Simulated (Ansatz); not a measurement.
The start is a generated cell, TaSi2 placed in the AFLOW prototype AB2_oI6_71_a_g (as in MoPt2). A full variable-cell relaxation at zero pressure is run with PBE (plane waves to 420 eV, PAW, scalar-relativistic; Ansatz, a program for electronic structure). The first steps use a coarse 10×10×10 k-mesh.

The start:
```
CELL_PARAMETERS angstrom
     -1.37411     1.95689     4.12232
      1.37411    -1.95689     4.12232
      1.37411     1.95689    -4.12232
ATOMIC_POSITIONS crystal
  Ta 0.00000 0.00000 0.00000
  Si 0.64667 0.64667 0.00000
  Si 0.35333 0.35333 0.00000
```

### Question
What pressure does the first self-consistent step give?

### Answer
+7 GPa (positive: the cell is compressed).

### Question
Which atoms feel the largest initial force, and how large is it?

### Answer
About 1.6 eV/Å, on Si2, Si3 (atoms numbered as listed).

### Question
What symmetry does the relaxed structure have?

### Answer
The space group goes from Immm (No. 71) to I4/mmm (No. 139); the end is AFLOW prototype AB2_tI6_139_a_e (C11_b, as in Si2Mo), with 3 atoms in the primitive cell.

### Question
How much energy is released per atom?

### Answer
0.32 eV/atom.

### Question
What band gap does the relaxed structure have at this level?

### Answer
No gap (metallic).

Final values are on a 20×20×20 k-mesh of the relaxed cell. No spin polarisation in the result. The relaxed primitive cell holds an odd number of electrons. A magnetic state may lie lower.

The run could not lose the symmetry of its start; a randomly shaken copy of 6 atoms returns to this structure.

The relaxed structure here is a generated cell of TaSi2: the first start was made by placing the elements on the sites of a structure type, and the end was not matched to a known phase here, so it may be hypothetical. Known forms of TaSi2 include space group No. 181.
